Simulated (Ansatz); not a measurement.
Y3GeS2 in space group P-3m1 (No. 164; Y on 2d, Y on 1b, Ge on 1a, S on 2d), plane-wave PAW r²SCAN (Ansatz code), all energies at zero smearing, with the estimated change up to a 700 eV cutoff added, with one set of potentials and settings (totals compare only within such a set). Cell of 6 atoms (3 Y, 1 Ge, 2 S): -17705.072 eV.

| element | reference phase | E (eV/atom) |
|---|---|---|
| Y | P6_3/mmc, 2 atoms in the cell | -3859.7073 |
| Ge | Fd-3m, 2 atoms in the cell | -4302.9041 |
| S | P2/c, 32 atoms in the cell | -905.8156 |

Formation energy per atom, worked out: (-17705.072 − 3×(-3859.7073) − 1×(-4302.9041) − 2×(-905.8156))/6 = -1.902 eV/atom (-184 kJ per mol of atoms), at 0 K, without zero-point energy or fitted corrections.

The first step of the workflow began from a Materials Project structure, measured or hypothetical; the Crystallography Open Database copy checked does not list it. Whether it is the stable phase at ambient conditions was not checked. The cell was relaxed with r²SCAN under the symmetry of its start; whether a distortion lowers the energy is not shown. No spin polarisation was allowed. The references are the lowest solids computed at this level, not always the standard phases.

Potentials: the later of the program's two PAW sets.
